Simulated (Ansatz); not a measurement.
BaTiO3 in space group Amm2 (No. 38; Ba on 2a, Ti on 2b, O on 4e, O on 2a), LDA in the plane-wave PAW code Ansatz, all energies at zero smearing, with the estimated change up to a 700 eV cutoff added, with one set of potentials and settings (totals compare only within such a set). Cell of 5 atoms (1 Ba, 1 Ti, 3 O): -9904.661 eV.

```tsv
element	reference phase	E (eV/atom)
Ba	Im-3m, 1 atoms in the cell	-5779.7058
Ti	P6/mmm, 3 atoms in the cell	-2450.3338
O	C2/m, 4 atoms in the cell, spin-polarised	-552.6597
```

Formation energy per atom, worked out: (-9904.661 − 1×(-5779.7058) − 1×(-2450.3338) − 3×(-552.6597))/5 = -3.328 eV/atom (-321 kJ per mol of atoms), at 0 K, without zero-point energy or fitted corrections.

This is a known low-temperature phase of the composition, computed here at zero pressure and temperature. The cell was relaxed with LDA under the symmetry of its start. At this level the phase is dynamically unstable (imaginary phonons). The run is not spin-polarised. The references are the lowest solids computed at this level, not always the standard phases (solids in place of the gases). Scalar-relativistic: spin–orbit coupling is off unless named, which matters more the heavier the elements.

Potentials: the earlier of the program's two PAW sets. The files were generated under PBE; for other functionals the program regenerates the frozen cores, and for LDA and PBEsol the local potential too.
